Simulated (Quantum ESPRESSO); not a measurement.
CsSnIBr2 (changed cell): field gradients at the nuclei

```xyz
5
Lattice="5.8881 0.0000 0.0000 0.0000 6.3712 0.0000 0.0000 0.0000 5.8881" Properties=species:S:1:pos:R:3 pbc="T T T"
Cs     0.0000     0.0000     0.0000
Sn     2.9441     3.1856     2.9441
I      2.9441     0.0000     2.9441
Br     0.0000     3.1856     2.9441
Br     2.9441     3.1856     0.0000
```
The cell was made here from a computed Materials Project entry: one of 3 Br replaced by I, cell and atoms relaxed (PBE without dispersion, pw.x of a modified build of Quantum ESPRESSO, symmetry kept). The parent is CsSnBr3 in Pm-3m; whether this form has been observed was not checked. The swapped cell is a model, not a known phase. Stability against distortions was not tested.

Computed: field gradients by PBE PAW (JTH datasets; density from pw.x of Quantum ESPRESSO, gradients reconstructed from it by a script), 20 Ha, k-mesh 4×4×4 through Γ.

```
site             site symmetry  Vzz (10²¹ V/m²)   η_Q    ∣C_Q∣ (MHz)
---------------  -------------  ---------------  ----  -------------
Cs (atom 1)              4/mmm             0.75  0.00  0.062 (¹³³Cs)
Sn (atom 2)              4/mmm        under 0.2     –              –
I (atom 3)               4/mmm            33.70  0.00     567 (¹²⁷I)
Br (atoms 4, 5)            mmm            23.82  0.08     180 (⁷⁹Br)
```

Quadrupole moments taken as inputs (sizes, barn, from the tables of PySCF and pymatgen): ¹³³Cs 0.00343, ¹²⁷I 0.696, ⁷⁹Br 0.313.

Principal values are ordered |Vxx| ≤ |Vyy| ≤ |Vzz|, η = (Vxx − Vyy)/Vzz, and C_Q = eQVzz/h is given by its size. Cores are frozen. Against all-electron runs on small test molecules, this scheme's |Vzz| missed by −5 % on Br. Cs, I had no test against all-electron runs. Spin–orbit coupling is left out, a limit on Cs, I. The structure is static (0 K, no zero-point motion).
